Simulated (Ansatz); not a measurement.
An elastic tensor (GPa, Voigt order, standard axes) from plane-wave PAW PBE (Ansatz code):

```
 291  79.0  79.0   0.0   0.0   0.0
79.0   291  79.0   0.0   0.0   0.0
79.0  79.0   291   0.0   0.0   0.0
 0.0   0.0   0.0  83.5   0.0   0.0
 0.0   0.0   0.0   0.0  83.5   0.0
 0.0   0.0   0.0   0.0   0.0  83.5
```

Problem. Pick the material that matches.
A. KTaO3, cubic perovskite
B. BaZrO3, cubic perovskite
C. BaS, rock salt
D. Ag2O, Pn-3m (Ag on 4c, O on 2a)

Solution. B, BaZrO3, cubic perovskite

Space group Pm-3m (cubic perovskite). The cell was relaxed with PBE under the symmetry of its start. At this level the phase is dynamically unstable (imaginary phonons). No spin polarisation was allowed. Scalar-relativistic: spin–orbit coupling is off unless named, which matters more the heavier the elements.

Potentials: the later of the program's two PAW sets.
